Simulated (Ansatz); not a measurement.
The relaxed structure here is a generated cell of GaCuSe2: the first start was made by placing the elements on the sites of a structure type, and the end was not matched to a known phase here, so it may be hypothetical. Known forms of GaCuSe2 include space group No. 122.

One stationary structure of GaCuSe₂. Computed with r2SCAN (plane waves to 500 eV, PAW, scalar-relativistic; Ansatz, a quantum-chemistry and plane-wave program).

```
CELL_PARAMETERS angstrom
      6.80027     0.00000     0.00000
      0.00000     7.89774     0.00000
      0.00000     0.00000     6.50300
ATOMIC_POSITIONS crystal
  Cu 0.08824 0.62533 0.00609
  Cu 0.91176 0.37467 0.50609
  Cu 0.58824 0.87467 0.00609
  Cu 0.41176 0.12533 0.50609
  Ga 0.07860 0.12588 0.00157
  Ga 0.92140 0.87412 0.50157
  Ga 0.57860 0.37412 0.00157
  Ga 0.42140 0.62588 0.50157
  Se 0.08026 0.12817 0.37659
  Se 0.91974 0.87183 0.87659
  Se 0.58026 0.37183 0.37659
  Se 0.41974 0.62817 0.87659
  Se 0.08474 0.62124 0.37576
  Se 0.91526 0.37876 0.87576
  Se 0.58474 0.87876 0.37576
  Se 0.41526 0.12124 0.87576
```

Task: Determine the symmetry and give the standard cell with its independent sites.

Result: Space group Pna2₁ (No. 33); a = 6.8003 Å, b = 7.8977 Å, c = 6.5030 Å, α = β = γ = 90.00°

```tsv
atom	site	symmetry	x	y	z
Cu	4a	1	0.0882	0.6253	0.0061
Ga	4a	1	0.0786	0.1259	0.0016
Se	4a	1	0.0803	0.1282	0.3766
Se	4a	1	0.0847	0.6212	0.3758
```

Task: Give the shortest distances between elements (the closest pairs, up to four, under 3.6 Å).

Result: Cu–Se 2.40 Å; Ga–Se 2.42 Å.

| Property | Value |
|---|---|
| Volume per atom | 21.83 Å³ |
| Band gap | 0.68 eV, direct at Γ (no spin-orbit coupling) |

No spin polarisation in the result.

The run could not lose the symmetry of its start: the end is stationary, and may be a saddle point rather than a minimum.
